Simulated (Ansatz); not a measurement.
The start is a relaxed Pt cell, doubled along one cell vector, shaken by Gaussian noise of σ = 0.08 Å a coordinate. The structure is fully relaxed (lattice and positions, P = 0) with PBEsol (plane waves to 420 eV, PAW, scalar-relativistic; Ansatz, an electronic-structure program). First-step values are on the input's coarse k-mesh.

Ansatz input (later rounds restart from its end on a renewed k-mesh):
Ansatz 0.2 input:
```yaml
crystal:
  lattice:
    - [-1.6763090213, 1.6763090213, 1.3522595346]
    - [3.3526180426, -3.3526180426, 2.7045190692]
    - [1.6763090213, 1.6763090213, -1.3522595346]
  atoms:
    - { symbol: Pt, position: [0.014614503, -0.0134733871, -0.0035901199] }
    - { symbol: Pt, position: [-0.0205034406, 0.4920273133, -0.0592169044] }
basis: { ecutwfc: 420, ecutrho_ratio: 4, xc_grid: 2, fft_grid_basis: typed }
kpoints: { mp_grid: { grid: [15, 8, 14] } }
hamiltonian:
  xc: pbesol
  dispersion: none
  pseudopotentials: { kind: paw }
scf: { occupations: { method: fermi_dirac, width: 0.05 } }
relax: { f_tol: 0.01, max_steps: 100, cell: { stress_tol: 0.02 } }
output: { forces: true, stress: true }
```

Task: By how much does the energy per atom fall from start to end?

Result: 0.05 eV/atom.

Task: Is the parent structure recovered?

Result: It returns to the parent structure, I4/mmm (No. 139).

Task: How do the shortest distances between atoms change?

Result: The closest pairs of elements (up to four, under 3.6 Å), start → end: Pt–Pt 2.62 → 2.70 Å.

Task: What band gap does the relaxed structure have at this level?

Result: Zero (metallic).

It ends as:

```cif
data_Pt2
_chemical_formula_sum 'Pt2'
_space_group_name_H-M_alt 'I4/mmm'
_space_group_IT_number 139
_space_group_name_Hall '-I 4 2'
_cell_length_a 3.35260
_cell_length_b 3.35260
_cell_length_c 2.70451
_cell_angle_alpha 90.000
_cell_angle_beta 90.000
_cell_angle_gamma 90.000
loop_
_atom_site_label
_atom_site_type_symbol
_atom_site_symmetry_multiplicity
_atom_site_Wyckoff_symbol
_atom_site_fract_x
_atom_site_fract_y
_atom_site_fract_z
_atom_site_occupancy
Pt1 Pt 2 b 0.00000 0.00000 0.50000 1
```
(The calculation used a cell of 1 atom; values per cell refer to that cell.)

Final values are on a 22×22×22 k-mesh of the relaxed cell. No spin polarisation in the result.

The run could not lose the symmetry of its start, so the end can be a saddle point.

The relaxed structure here is a generated cell of Pt: the first start was made by placing the elements on the sites of a structure type, and the end was not matched to a known phase here, so it may be hypothetical. Known forms of Pt include space group No. 225.
